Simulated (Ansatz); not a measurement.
MoSe (P6_3/mcm), relaxed with r²SCAN+D4 (Ansatz, an electronic-structure program, plane waves, PAW): a = b = 9.015 Å, c = 4.417 Å, α = β = 90.00°, γ = 120.00°.

ΔH_f (eV/atom): -0.45

**Question.** The same phase is relaxed and computed with PBE+D3(BJ) in the same code. What are the cell and these values now?

**Answer.** a = 8.751 Å, b = 8.751 Å, c = 4.424 Å, α = 90.00°, β = 90.00°, γ = 120.00°.

ΔH_f (eV/atom): -0.30

Typed or built starts, not in the databases checked: MoSe, P6_3/mcm (Mo on 6g, Se on 6g). Began spin-polarised and lost the moments: MoSe, P6_3/mcm (Mo on 6g, Se on 6g) with r²SCAN+D4; MoSe, P6_3/mcm (Mo on 6g, Se on 6g) with PBE+D3(BJ). All cells were relaxed under the symmetry of their starts (and spin orders); stability against distortions was not tested throughout. Spin–orbit coupling is left out wherever it is not named.

Potentials: the earlier of the program's two PAW sets.

Ansatz is a plane-wave DFT program.

Formation energies count from the lowest solids of the elements computed at the same level, not from gases.
